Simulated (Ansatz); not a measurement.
MoS$_{2}$:
Space group R3m, hexagonal axes (No. 160); a = b = 3.176 Å, c = 18.672 Å, α = β = 90.00°, γ = 120.00°

```json
[
 {"atom": "Mo", "site": "3a", "symmetry": "3m", "x": "0.0000", "y": "0.0000", "z": "0.0000"},
 {"atom": "S", "site": "3a", "symmetry": "3m", "x": "0.0000", "y": "0.0000", "z": "0.7498"},
 {"atom": "S", "site": "3a", "symmetry": "3m", "x": "0.0000", "y": "0.0000", "z": "0.5835"}
]
```
(The calculation used a cell of 3 atoms; values per cell refer to that cell.)

Relaxed with r²SCAN+D4.

Task: Which orbitals make up the states near the band edges in DFT-r²SCAN+D4 in the program Ansatz with PAW potentials?

Result: Top 1 eV of the valence band: Mo 4d 64 %, S 3p 32 %. Bottom 1 eV of the conduction band: Mo 4d 65 %, S 3p 30 %. Projections are on Löwdin-orthogonalised atomic valence shells; empty p or d shells of many metals are not among them.

Task: Tabulate the density of states.

Result: States/eV per cell of 3 atoms, in 0.25 eV bins, energy from the valence-band maximum.

| E (eV) | total | S 3p | Mo 4d | S 3s |
|---|---|---|---|---|
| -7.85 | 0.00 | 0.00 | 0.00 | 0.00 |
| -7.60 | 0.00 | 0.00 | 0.00 | 0.00 |
| -7.35 | 0.00 | 0.00 | 0.00 | 0.00 |
| -7.10 | 0.03 | 0.02 | 0.01 | 0.00 |
| -6.85 | 0.41 | 0.27 | 0.09 | 0.02 |
| -6.60 | 1.52 | 1.00 | 0.37 | 0.05 |
| -6.35 | 3.30 | 2.03 | 1.05 | 0.05 |
| -6.10 | 2.65 | 1.59 | 0.90 | 0.04 |
| -5.85 | 2.58 | 1.65 | 0.78 | 0.06 |
| -5.60 | 1.33 | 0.90 | 0.36 | 0.04 |
| -5.35 | 0.83 | 0.58 | 0.21 | 0.02 |
| -5.10 | 1.54 | 0.98 | 0.42 | 0.08 |
| -4.85 | 3.77 | 2.32 | 0.99 | 0.26 |
| -4.60 | 2.99 | 1.80 | 0.78 | 0.23 |
| -4.35 | 1.80 | 1.11 | 0.55 | 0.08 |
| -4.10 | 4.43 | 2.70 | 1.56 | 0.09 |
| -3.85 | 2.55 | 1.58 | 0.87 | 0.05 |
| -3.60 | 1.70 | 1.00 | 0.64 | 0.02 |
| -3.35 | 1.57 | 0.86 | 0.66 | 0.01 |
| -3.10 | 1.64 | 0.95 | 0.64 | 0.01 |
| -2.85 | 3.76 | 2.49 | 1.10 | 0.09 |
| -2.60 | 3.04 | 2.17 | 0.71 | 0.09 |
| -2.35 | 2.55 | 2.00 | 0.41 | 0.06 |
| -2.10 | 2.38 | 1.98 | 0.30 | 0.04 |
| -1.85 | 1.00 | 0.81 | 0.14 | 0.02 |
| -1.60 | 2.89 | 0.98 | 1.75 | 0.05 |
| -1.35 | 2.80 | 0.96 | 1.70 | 0.04 |
| -1.10 | 1.66 | 0.50 | 1.10 | 0.02 |
| -0.85 | 0.80 | 0.24 | 0.54 | 0.01 |
| -0.60 | 0.25 | 0.10 | 0.14 | 0.01 |
| -0.35 | 0.16 | 0.06 | 0.09 | 0.01 |
| -0.10 | 0.06 | 0.02 | 0.03 | 0.00 |
| 0.15 | 0.00 | 0.00 | 0.00 | 0.00 |
| 0.40 | 0.00 | 0.00 | 0.00 | 0.00 |
| 0.65 | 0.00 | 0.00 | 0.00 | 0.00 |
| 0.90 | 0.00 | 0.00 | 0.00 | 0.00 |
| 1.15 | 0.70 | 0.18 | 0.47 | 0.01 |
| 1.40 | 2.21 | 0.65 | 1.42 | 0.04 |
| 1.65 | 4.15 | 1.10 | 2.89 | 0.03 |
| 1.90 | 3.56 | 1.21 | 2.14 | 0.06 |
| 2.15 | 4.45 | 1.52 | 2.64 | 0.09 |
| 2.40 | 3.35 | 1.26 | 1.82 | 0.09 |
| 2.65 | 2.13 | 0.83 | 1.10 | 0.07 |
| 2.90 | 2.37 | 0.94 | 1.20 | 0.07 |
| 3.15 | 1.65 | 0.69 | 0.79 | 0.06 |
| 3.40 | 1.43 | 0.62 | 0.66 | 0.06 |
| 3.65 | 1.43 | 0.68 | 0.65 | 0.04 |
| 3.90 | 2.55 | 1.13 | 1.16 | 0.12 |
| 4.15 | 1.35 | 0.51 | 0.66 | 0.11 |
| 4.40 | 0.68 | 0.23 | 0.35 | 0.07 |
| 4.65 | 0.00 | 0.00 | 0.00 | 0.00 |
| 4.90 | 0.00 | 0.00 | 0.00 | 0.00 |
| 5.15 | 0.00 | 0.00 | 0.00 | 0.00 |
| 5.40 | 0.00 | 0.00 | 0.00 | 0.00 |
| 5.65 | 0.08 | 0.00 | 0.00 | 0.00 |
| 5.90 | 0.31 | 0.02 | 0.01 | 0.00 |

The cell was relaxed with r²SCAN+D4 under the symmetry of its start. No spin polarisation was allowed. Scalar-relativistic: spin–orbit coupling is off unless named, which matters more the heavier the elements.

Potentials: the later of the program's two PAW sets.
